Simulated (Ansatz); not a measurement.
Given:

LiCl:
```yaml
crystal:
  lattice:
    - [0.00000, 2.57514, 2.57514]
    - [2.57514, 0.00000, 2.57514]
    - [2.57514, 2.57514, 0.00000]
  atoms:
    - { symbol: Li, position: [0.00000, 0.00000, 0.00000] }
    - { symbol: Cl, position: [0.50000, 0.50000, 0.50000] }
```

This is the PBE-relaxed structure.

**Question.** All from plane-wave PAW PBE (Ansatz code), unless another level is named. Predict the hole effective mass.

**Answer.** 0.62, 2.1, 17 mₑ (principal values).

**Question.** Predict the electron effective mass.

**Answer.** 0.47 mₑ (isotropic).

**Question.** What about the valence-band maximum?

**Answer.** on the K–Γ line, 81 % of the way from K.

**Question.** Give the weight of the valence-edge state by species (Voronoi cells).

**Answer.** Cl 93 %, Li 7 %.

Space group Fm-3m (rock salt). The cell was relaxed with PBE under the symmetry of its start; phonons on a q-mesh show no instability.

Potentials: the later of the program's two PAW sets.

Edges and masses are those of Kohn–Sham bands, whose gap is no quasiparticle gap.
